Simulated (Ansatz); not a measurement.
**PbBrF: the gap from level to level**

A database entry relaxed whole under r2SCAN at zero pressure (P4/nmm, No. 129):

```yaml
crystal:
  lattice:
    - [4.17776, 0.00000, 0.00000]
    - [0.00000, 4.17776, 0.00000]
    - [0.00000, 0.00000, 7.74700]
  atoms:
    - { symbol: Pb, position: [0.00000, 0.50000, 0.18864] }
    - { symbol: Pb, position: [0.50000, 0.00000, 0.81136] }
    - { symbol: Br, position: [0.00000, 0.50000, 0.65350] }
    - { symbol: Br, position: [0.50000, 0.00000, 0.34650] }
    - { symbol: F, position: [0.50000, 0.50000, 0.00000] }
    - { symbol: F, position: [0.00000, 0.00000, 0.00000] }
```

Its volume is 22.54 Å³ an atom, +2.0 % against the entry's 22.10, which is old or was flagged in a check.

Single points on this cell with plane-wave PAW DFT (Ansatz 0.2.0; r2SCAN 500 eV, hybrids 420 eV; fermi-dirac occupations of width 0.020 eV; no moments): r2SCAN on a 8×8×4 Γ-centred mesh; r2SCAN with spin-orbit coupling on a 8×8×4 Γ-centred mesh; HSE06 on a 6×6×4 Γ-centred mesh; PBE0 on a 6×6×4 Γ-centred mesh.

How do gap, pressure and charges move from level to level?

The runs give:

```json
{"level": "r2SCAN", "gap (eV), or kind": "2.97", "pressure (GPa)": "0.0", "Bader charge of Pb (e)": "+1.45", "Bader charge of Br (e)": "-0.65", "Bader charge of F (e)": "-0.80"}
{"level": "r2SCAN with spin-orbit coupling", "gap (eV), or kind": "2.64", "pressure (GPa)": "-0.1", "Bader charge of Pb (e)": "+1.42", "Bader charge of Br (e)": "-0.63", "Bader charge of F (e)": "-0.79"}
{"level": "HSE06", "gap (eV), or kind": "3.52", "pressure (GPa)": "0.6", "Bader charge of Pb (e)": "+1.48", "Bader charge of Br (e)": "-0.66", "Bader charge of F (e)": "-0.82"}
{"level": "PBE0", "gap (eV), or kind": "4.21", "pressure (GPa)": "0.5", "Bader charge of Pb (e)": "+1.49", "Bader charge of Br (e)": "-0.66", "Bader charge of F (e)": "-0.82"}
```

Under r2SCAN the gap is 2.97 eV, over mesh and band path. HSE06 moves it by +0.55 eV and PBE0 by +1.24 eV; PBE0 keeps its exact exchange at long range, which widens the gap over HSE06's by 0.69 eV on their common mesh. Spin-orbit coupling moves the r2SCAN gap by -0.33 eV, which the hybrid values lack. The charge on Pb goes from +1.45 to +1.48 e under HSE06.

Caveats: the relaxation kept the start's symmetry; HSE06 is read on its mesh and at the zone's corners, PBE0 on its mesh alone; hybrid pressures are good to a few tenths of a GPa; pressure is positive in compression.
